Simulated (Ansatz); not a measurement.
An ordered 8-atom cell of In₃GaP₄ on the zincblende lattice (Cm), relaxed with r2SCAN. The symmetry is Cm (No. 8, monoclinic); a = 13.587 Å, b = 4.092 Å, c = 7.103 Å, β = 99.9° in the conventional setting, 24.31 Å³ an atom. Ga has 4 P at 2.37–2.43 Å; In has 4 P at 2.55–2.59 Å; In has 4 P at 2.52–2.56 Å; In has 4 P at 2.53–2.56 Å; P has 2 Ga at 2.43 Å and 2 In at 2.56–2.59 Å; P has 1 Ga at 2.39 Å and 3 In at 2.56 Å; P has 1 Ga at 2.37 Å and 3 In at 2.53–2.54 Å; P has 4 In at 2.52–2.55 Å.

```xyz
8
Lattice="6.7937 -2.0458 0.0059 6.7937 2.0458 0.0059 -1.2291 0.0000 6.9957" Properties=species:S:1:pos:R:3 pbc="T T T"
Ga    0.0033    0.0000   -0.0066
In    6.1775    0.0000    3.5023
In    2.4982    0.0000    5.2927
In    9.8527    0.0000    1.7138
P     7.3473    0.0000    1.1947
P    -0.0303    0.0000    4.9213
P    10.0300    0.0000    6.5971
P     3.6715    0.0000    3.0571
```

4 runs of Ansatz 0.2.0 on this cell differ in the functional (and in the settings that go with it). Levels are in eV from each run's valence top; v1 is the last filled band, c1 the first empty one.

Run A, mean stress -0.1 GPa (compression positive):
```
point     v4     v3     v2     v1    c1    c2
    Γ  -1.04  -0.07  -0.04   0.00  1.48  2.25
    C  -2.69  -2.01  -1.87  -1.33  3.14  3.35
   Y₂  -0.81  -0.66  -0.53  -0.50  1.99  2.35
   M₂  -1.79  -1.73  -0.77  -0.55  2.65  3.28
    D  -2.15  -2.06  -1.41  -1.32  2.60  2.63
    A  -1.12  -1.07  -0.96  -0.92  2.86  3.55
```

Run B, mean stress 0.0 GPa (compression positive):
```
point     v4     v3     v2     v1    c1    c2
    Γ  -0.99  -0.09  -0.04   0.00  1.09  1.83
    C  -2.57  -1.93  -1.79  -1.28  2.70  2.91
   Y₂  -0.79  -0.63  -0.51  -0.47  1.54  1.94
   M₂  -1.73  -1.65  -0.73  -0.52  2.16  2.84
    D  -2.07  -1.98  -1.35  -1.27  2.19  2.22
    A  -1.10  -1.02  -0.95  -0.88  2.36  3.09
```

Run C, mean stress -0.3 GPa (compression positive):
```
point     v4     v3     v2     v1    c1    c2
    Γ  -1.06  -0.05  -0.03   0.00  2.12  2.92
    C  -2.74  -2.04  -1.89  -1.35  3.81  4.03
   Y₂  -0.82  -0.67  -0.54  -0.51  2.65  3.01
   M₂  -1.81  -1.77  -0.79  -0.56  3.32  3.95
    D  -2.19  -2.09  -1.43  -1.34  3.28  3.30
    A  -1.13  -1.09  -0.97  -0.94  3.54  4.23
```

Run D, mean stress +1.8 GPa (compression positive):
```
point     v4     v3     v2     v1    c1    c2
    Γ  -0.95  -0.09  -0.04   0.00  0.67  1.47
    C  -2.50  -1.86  -1.72  -1.24  2.41  2.61
   Y₂  -0.76  -0.61  -0.50  -0.46  1.23  1.59
   M₂  -1.69  -1.58  -0.71  -0.50  1.88  2.55
    D  -2.02  -1.94  -1.30  -1.22  1.92  1.98
    A  -1.08  -0.98  -0.93  -0.85  2.07  2.73
```

Task: Match the runs to PBE, r2SCAN, HSE06, PBE0.

Result: A is HSE06, B is r2SCAN, C is PBE0, D is PBE. In order of the gap: PBE 0.67, r2SCAN 1.09, HSE06 1.48, PBE0 2.12 eV.

No spin polarisation and no zero-point or thermal motion; the cell was built from a prototype and may be hypothetical.

No spin-orbit coupling is included; it can move band edges with weight on the heavy atoms by tenths of an eV.

The program warns that its thresholds are loose for a hybrid's stress.

The meshes of the hybrids are coarse, so their gaps aren't converged to the digits shown.
